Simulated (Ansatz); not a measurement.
## What one resistivity implies

Surface loss at microwave frequencies, Drude damping in the near infrared and electronic heat conduction all follow from the resistivity and the plasma energy of a metal.

The yardstick is fcc Ag. Frequency 10 GHz, photon energy 1.0 eV, T = 300 K, Lorenz number 2.44×10⁻⁸ WΩ/K². All rows are cubic metals, run without spin polarisation.

### Data

Levels of theory (Ansatz, a plane-wave PAW program): resistivity, plasma energy, N(E_F): PBEsol, Boltzmann equation with harmonic phonons, 300 K, mean over directions.

The figures follow from the printed values by these rules: R_s = √(πfμ₀ρ) = 6.283 mΩ × √(f ρ); ħγ = ħε₀ω_p²ρ = 0.1345 meV × (ħω_p)² ρ; quality = ω/γ; κ_e = L₀T/ρ = 732/ρ.

```tsv
crystal	ρ (μΩ·cm)	ħω_p (eV)	N(E_F) (states/eV/atom)	surface resistance (mΩ)	damping ħγ (meV)	Drude quality	electronic κ (W/(m·K))
LuZn (CsCl type)	30	4.7	0.85	110	89.1	11	24
LuRh3B (cubic perovskite)	22	3.8	0.72	93	42.7	23	33
LuH2 (fluorite)	12	5.1	0.19	69	42.0	24	61
Lu3InN (anti-perovskite)	21	3.4	0.36	91	32.7	31	35
LuPd (CsCl type)	8.3	6.9	0.54	57	53.1	19	88
LuPt3 (Cu3Au type)	14	5.0	0.80	74	47.1	21	52
fcc Ag, reference	1.6	9.2	0.26	25	18.2	55	460
LuPd3 (Cu3Au type)	11	4.8	0.64	66	34.1	29	67
```

Not checked to be the ambient phase: LuZn (CsCl type); LuRh3B (cubic perovskite); LuH2 (fluorite); Lu3InN (anti-perovskite); LuPd (CsCl type); LuPt3 (Cu3Au type); LuPd3 (Cu3Au type). Spin–orbit coupling is left out unless named.

### Worked example

Arithmetic for LuH2 (fluorite):

- R_s = 6.283 × √(10 × 12) = 69 mΩ
- ħγ = 0.1345 × 5.1² × 12 = 42.0 meV
- Drude quality: 1000/42.0 = 24
- κ_e = 732/12 = 61 W/(m·K)

Arithmetic for fcc Ag:

R_s = 6.283 × √(10 × 1.6) = 25 mΩ; ħγ = 0.1345 × 9.2² × 1.6 = 18.2 meV; Drude quality: 1000/18.2 = 55; κ_e = 732/1.6 = 460 W/(m·K).

### Result

Ranking by Drude quality, highest first: fcc Ag (55 ± 10), Lu3InN (anti-perovskite) (31 ± 5.8) ≈ LuPd3 (Cu3Au type) (29 ± 5.5) ≈ LuH2 (fluorite) (24 ± 4.5) ≈ LuRh3B (cubic perovskite) (23 ± 4.4) ≈ LuPt3 (Cu3Au type) (21 ± 4.0) ≈ LuPd (CsCl type) (19 ± 3.5), LuZn (CsCl type) (11 ± 2.1). The ± follows from allowances picked for this note (resistivity 12 %, plasma energy 4 %, 12 % for the model), carried to first order and added in quadrature; ≈ joins neighbours closer than their two ± added in quadrature. 0 of the 7 others clearly beat the reference on this figure.

Pareto front for high Drude quality and high plasma energy: fcc Ag (55, 9.2). The reference is on the front.

The usual expectation is that resistivity rises with N(E_F) (a high density of slow d states gives more final states to scatter into without carrying much current). These rows show that weakly (rank correlation 0.62 over 8 rows).

### Caveats

Only phonon scattering is included, so films lose more. Interband absorption, often the larger optical loss, is outside the Drude quality. Resistivities move by up to 12 % from half the mesh. The rows are a sample of cubic metals; oxides, V to Ni (no spin in these runs) and Tl, Pb, Bi were not drawn. Limits of the draw: cubic metals without O, V to Ni, Tl, Pb or Bi. As a rule kept out of such tables: 4f compounds, open-shell compounds run without a Hubbard term, cells found unstable in the tests at hand, cells close to a higher symmetry, and runs set to a pressure or over 12 % in volume from the crystal's fullest run.
